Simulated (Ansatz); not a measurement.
Sc2InC:
```yaml
crystal:
  lattice:
    - [3.31191, 0.00000, 0.00000]
    - [-1.65596, 2.86820, 0.00000]
    - [0.00000, 0.00000, 15.19924]
  atoms:
    - { symbol: Sc, position: [0.66667, 0.33333, 0.58016] }
    - { symbol: Sc, position: [0.33333, 0.66667, 0.41984] }
    - { symbol: Sc, position: [0.33333, 0.66667, 0.08016] }
    - { symbol: Sc, position: [0.66667, 0.33333, 0.91984] }
    - { symbol: In, position: [0.66667, 0.33333, 0.25000] }
    - { symbol: In, position: [0.33333, 0.66667, 0.75000] }
    - { symbol: C, position: [0.00000, 0.00000, 0.50000] }
    - { symbol: C, position: [0.00000, 0.00000, 0.00000] }
```

Relaxed with PBEsol. Special points in fractions of this cell's reciprocal vectors: Γ (0.000, 0.000, 0.000); M (0.500, 0.000, 0.000); K (0.333, 0.333, 0.000); A (0.000, 0.000, 0.500); L (0.500, 0.000, 0.500); H (0.333, 0.333, 0.500).

Q: List the band energies nearest the Fermi level at these points for the program Ansatz at the PBEsol with spin–orbit coupling level (PAW).

A: In eV from the Fermi level; about four levels below and three above (degenerate sets whole), none deeper than 8.9 eV; points with the same levels are listed once.

| k | below | above |
|---|---|---|
| Γ | -1.14 -1.14 -1.14 -1.14 -1.03 -1.03 | 1.54 1.54 1.90 1.90 |
| M | -0.29 -0.29 -0.16 -0.16 | 0.01 0.01 0.04 0.04 |
| K | -0.46 -0.46 -0.39 -0.39 | 0.00 0.00 0.01 0.01 |
| A | -1.14 -1.14 -1.14 -1.14 -1.14 -1.14 -1.14 -1.14 | 1.75 1.75 1.75 1.75 |
| L | -0.23 -0.23 -0.23 -0.23 | 0.03 0.03 0.03 0.03 |
| H | -0.63 -0.63 -0.47 -0.47 | 0.01 0.01 0.02 0.02 |

Space group P6_3/mmc. The workflow started from a Materials Project entry (that database holds measured and hypothetical structures alike); the Crystallography Open Database copy checked does not list it. Whether it is the stable phase at ambient conditions was not checked. The cell was relaxed with PBEsol under the symmetry of its start; its stability against distortions is not shown here. No spin polarisation was allowed.

Potentials: the later of the program's two PAW sets.
